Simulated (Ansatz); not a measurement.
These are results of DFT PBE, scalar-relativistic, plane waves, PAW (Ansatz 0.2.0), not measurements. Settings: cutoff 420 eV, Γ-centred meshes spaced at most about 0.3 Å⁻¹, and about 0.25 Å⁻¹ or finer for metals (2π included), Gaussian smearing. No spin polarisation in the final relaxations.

Each of these unrelaxed guesses is relaxed in cell and atoms within its symmetry. A guess keeps its type if space group and coordination stay and the shape of the cell changes little (axis ratios within about 15 %, angles within 6°); the volume may change.

1. Hf4Ta

```cif
data_structure
_symmetry_space_group_name_H-M 'Pmmm'
_symmetry_Int_Tables_number 47
_cell_length_a 4.6365
_cell_length_b 4.7949
_cell_length_c 5.1336
_cell_angle_alpha 90.000
_cell_angle_beta 90.000
_cell_angle_gamma 90.000
_cell_volume 114.13
loop_
_atom_site_label
_atom_site_type_symbol
_atom_site_symmetry_multiplicity
_atom_site_Wyckoff_symbol
_atom_site_fract_x
_atom_site_fract_y
_atom_site_fract_z
_atom_site_occupancy
Hf1 Hf 4 y 0.24734 0.27724 0.00000 1
Ta1 Ta 1 h 0.50000 0.50000 0.50000 1
```

2. Ta2Si2O

```cif
data_structure
_symmetry_space_group_name_H-M 'P4mm'
_symmetry_Int_Tables_number 99
_cell_length_a 4.0513
_cell_length_b 4.0513
_cell_length_c 4.9811
_cell_angle_alpha 90.000
_cell_angle_beta 90.000
_cell_angle_gamma 90.000
_cell_volume 81.75
loop_
_atom_site_label
_atom_site_type_symbol
_atom_site_symmetry_multiplicity
_atom_site_Wyckoff_symbol
_atom_site_fract_x
_atom_site_fract_y
_atom_site_fract_z
_atom_site_occupancy
Ta1 Ta 1 a 0.00000 0.00000 0.41710 1
Ta2 Ta 1 b 0.50000 0.50000 0.89016 1
Si1 Si 2 c 0.50000 0.00000 0.73007 1
O1 O 1 b 0.50000 0.50000 0.37839 1
```

3. HfAl3N4

```cif
data_structure
_symmetry_space_group_name_H-M 'I4/mmm'
_symmetry_Int_Tables_number 139
_cell_length_a 4.7569
_cell_length_b 4.7569
_cell_length_c 9.5137
_cell_angle_alpha 90.000
_cell_angle_beta 90.000
_cell_angle_gamma 90.000
_cell_volume 215.27
loop_
_atom_site_label
_atom_site_type_symbol
_atom_site_symmetry_multiplicity
_atom_site_Wyckoff_symbol
_atom_site_fract_x
_atom_site_fract_y
_atom_site_fract_z
_atom_site_occupancy
Hf1 Hf 2 b 0.50000 0.50000 0.00000 1
Al1 Al 2 a 0.00000 0.00000 0.00000 1
Al2 Al 4 d 0.00000 0.50000 0.25000 1
N1 N 4 e 0.50000 0.50000 0.25000 1
N2 N 4 c 0.00000 0.50000 0.00000 1
```

Problem. Which keep their type?

Solution. Guess 3 keeps its type.

| guess | kept | start group | end group | V start (Å³/atom) | V end | b/a and c/a, end over start | nearest neighbours start | nearest neighbours end |
| --- | --- | --- | --- | --- | --- | --- | --- | --- |
| 1 | no | Pmmm | Pmmm | 22.8 | 25.1 | 1.94, 2.09 | Hf 3, Ta 8 | Hf 7, Ta 10 |
| 2 | no | P4mm | P4mm | 16.4 | 14.5 | 1.00, 1.59 | O 6, Si 2, Ta 5/8 | O 1, Si 6, Ta 1/8 |
| 3 | yes | I4/mmm | I4/mmm | 13.5 | 9.6 | 1.00, 0.97 | Al 6, Hf 6, N 6 | Al 6, Hf 6, N 6 |

Neighbours count within 15 % of an atom's shortest distance; end groups are read at 0.02 Å (0.05 Å in metals).

These runs have no spin–orbit coupling, which can matter for Hf and Ta. Cells relaxed within their symmetry can be saddle points.

In counts of neighbours, a slash parts the counts of unlike sites.
